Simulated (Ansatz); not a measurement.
PbC₈:
```
CELL_PARAMETERS angstrom
      4.92075     0.00000     0.00000
     -2.46038     4.26150     0.00000
      0.00000     0.00000     6.40546
ATOMIC_POSITIONS crystal
  C  0.16705 0.33410 0.00000
  C  0.16705 0.83295 0.00000
  C  0.66667 0.33333 0.00000
  C  0.66590 0.83295 0.00000
  C  0.33410 0.16705 0.00000
  C  0.33333 0.66667 0.00000
  C  0.83295 0.16705 0.00000
  C  0.83295 0.66590 0.00000
  Pb 0.00000 0.00000 0.50000
```

Relaxed with PBE+D3(BJ). Special points in fractions of this cell's reciprocal vectors: Γ (0.000, 0.000, 0.000); M (0.500, 0.000, 0.000); K (0.333, 0.333, 0.000); A (0.000, 0.000, 0.500); L (0.500, 0.000, 0.500); H (0.333, 0.333, 0.500).

List the band energies nearest the Fermi level at these points for the program Ansatz at the PBE+D3(BJ) with spin–orbit coupling level (PAW).

In eV from the Fermi level; about four levels below and three above (degenerate sets whole), none deeper than 8.9 eV; points with the same levels are listed once.

```json
[
 {"k": "Γ", "below": "-2.92 -2.92 -0.05 -0.05", "above": "1.01 1.01 1.01 1.01"},
 {"k": "M", "below": "-3.43 -3.43 -0.81 -0.81", "above": "1.14 1.14 2.17 2.17"},
 {"k": "K", "below": "-0.63 -0.63 -0.63 -0.63 -0.62 -0.62", "above": "0.35 0.35 2.27 2.27"},
 {"k": "A", "below": "-2.93 -2.93 -0.17 -0.17", "above": "0.98 0.98 0.98 0.98 0.98 0.98"},
 {"k": "L", "below": "-3.31 -3.31 -0.52 -0.52", "above": "0.84 0.84 1.99 1.99"},
 {"k": "H", "below": "-0.70 -0.70 -0.22 -0.22", "above": "0.91 0.91 1.24 1.24"}
]
```

Space group P6/mmm. A made-up cell: these elements were put on the sites of a structure type; neither database checked (COD, Materials Project) lists it. Its standing as an ambient phase is unchecked. Symmetry was held in the PBE+D3(BJ) relaxation; its stability against distortions is not shown here.

Potentials: the later of the program's two PAW sets.
